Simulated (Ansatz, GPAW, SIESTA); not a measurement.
Ga3Se: programs and potentials compared

```
Se Ga
1.0
     4.43246    0.00000    0.00000
     0.00000    4.43246    0.00000
     0.00000    0.00000    4.43246
Se Ga
1 3
Direct
  0.00000 0.00000 0.00000
  0.50000 0.50000 0.00000
  0.50000 0.00000 0.50000
  0.00000 0.50000 0.50000
```

The cell comes from a database or a generator and needn't be the stable form of this composition.

Alike in all runs: task band structure; functional PBE; k mesh 6 × 6 × 6; occupations fermi-dirac, width 0.05 eV; no spin polarisation; no spin-orbit coupling. Pressure is positive in compression and, in plane waves, holds the error of the finite cutoff, which Ansatz's Pulay term estimates and takes out.

| program and potentials | plane-wave cutoff (eV) | notes | pressure (GPa) |
| --- | --- | --- | --- |
| Ansatz, Ansatz PAW | 420 | 13.75 valence electrons an atom on average; Pulay term of +0.03 GPa included | -0.57 |
| Ansatz, all-electron LAPW, scalar-relativistic | - | - | -0.55 |
| GPAW, GPAW PAW data sets (gpaw-data 1.2.1) | 600 | 3.75 valence electrons an atom on average | ? |
| SIESTA, files PseudoDojo sr-pbe-0.4.1-standard, DZP (energy shift 0.003 Ry; two zetas on semicore shells) | - | atomic basis; 13.75 valence electrons an atom on average | 0.47 |

**Question.** Estimate from the other rows what the run with GPAW, GPAW PAW data sets (gpaw-data 1.2.1) gave.

**Answer.** Pressure -0.85 GPa. The other rows, which needn't bracket it: pressure -0.57 to 0.47.
